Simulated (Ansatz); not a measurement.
## Two Ansatz runs on CeC

Structure from Materials Project entry mp-22672 (possibly hypothetical), not relaxed further. The listed cell was then made from it by scaling, straining or moving an atom.

First run: DFT, LDA, PAW with Ansatz's default frozen-core files, scalar-relativistic (Ansatz 0.2.0).

Command: `ansatz run input.yaml --threads 1 --pin off --max-ram 3072MiB --backend cpu --events-out ev --progress --plain --runs-dir out` The run took about 2.1 s on 1 thread of a shared machine.

```yaml
crystal:
  lattice:
    - [0.0, 2.5609826854, 2.5609826854]
    - [2.5609826854, 0.0, 2.5609826854]
    - [2.5609826854, 2.5609826854, 0.0]
  atoms:
    - { symbol: Ce, position: [0.0, 0.0, 0.0] }
    - { symbol: C, position: [0.5, 0.5, 0.5] }
kpoints:
  mp_grid: { grid: [12, 12, 12] }
scf:
  occupations: { method: fermi_dirac, width: 0.03 }
hamiltonian:
  xc: lda
  pseudopotentials: { kind: paw }
output:
  forces: true
  stress: true
  eigenvalues: true
  efg: { contact_densities: true }
```

Result: converged; pressure -2.28 GPa; no gap on the k mesh; 6 SCF iterations.

Where the f shell is localised, expect the real compound to differ from this run without U.

Spin–orbit coupling is left out, though it moves levels of the heavy atoms by tenths of an eV or more.

A second run of a changed input logged this at its end:

```
Error: YAML parse error: error: line 23 column 12: unknown unit factor `Ry/bohr`
  --> <input>:23:12
   |
21 |   efg: { contact_densities: true }
22 | basis:
23 |   ecutwfc: "40 Ry/bohr"
   |            ^ unknown unit factor `Ry/bohr`
```

Problem. What was wrong with the input?

Solution. A cutoff in the wrong unit, by this change (others could give a like log):
```diff
@@ -11,4 +11,5 @@
 scf:
   occupations: { method: fermi_dirac, width: 0.03 }
+  max_iter: 75
 hamiltonian:
   xc: lda
@@ -19,3 +20,5 @@
   eigenvalues: true
   efg: { contact_densities: true }
+basis:
+  ecutwfc: "40 Ry/bohr"
```
